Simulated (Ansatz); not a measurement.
BeS:
```yaml
crystal:
  lattice:
    - [3.30017, 0.00000, 0.00000]
    - [-1.65008, 2.85803, 0.00000]
    - [0.00000, 0.00000, 5.25568]
  atoms:
    - { symbol: Be, position: [0.00000, 0.00000, 0.00000] }
    - { symbol: Be, position: [0.00000, 0.00000, 0.50000] }
    - { symbol: S, position: [0.33333, 0.66667, 0.25000] }
    - { symbol: S, position: [0.66667, 0.33333, 0.75000] }
```

Relaxed with r²SCAN. Special points in fractions of this cell's reciprocal vectors: Γ (0.000, 0.000, 0.000); M (0.500, 0.000, 0.000); K (0.333, 0.333, 0.000); A (0.000, 0.000, 0.500); L (0.500, 0.000, 0.500); H (0.333, 0.333, 0.500).

**Question.** List the band energies nearest the valence-band maximum at these points for r²SCAN (plane waves, PAW; program Ansatz).

**Answer.** In eV from the valence-band maximum; about four levels below and three above (degenerate sets whole), none deeper than 8.9 eV; points with the same levels are listed once.

```json
[
 {"k": "Γ", "below": "-0.82 -0.82 -0.79 -0.79 0.00", "above": "4.04 5.55 6.32 6.32"},
 {"k": "M", "below": "-5.07 -3.55 -2.75 -0.69", "above": "3.52 4.33 4.41 4.42"},
 {"k": "K", "below": "-4.48 -4.48 -3.82 -3.82", "above": "1.81 8.16 8.16"},
 {"k": "A", "below": "-0.73 -0.73 -0.73 -0.73", "above": "4.95 4.95 5.73 5.73 5.73 5.73"},
 {"k": "L", "below": "-2.49 -2.49 -2.33 -2.33", "above": "3.61 3.61 4.90 4.90"},
 {"k": "H", "below": "-6.20 -6.20 -0.80 -0.80", "above": "4.45 4.45 5.06 5.06"}
]
```

Space group P6_3/mmc (NiAs type). This is a known high-pressure phase of the composition, computed here at zero pressure and temperature. The cell was relaxed with r²SCAN under the symmetry of its start; its stability against distortions is not shown here.

Potentials: the later of the program's two PAW sets.
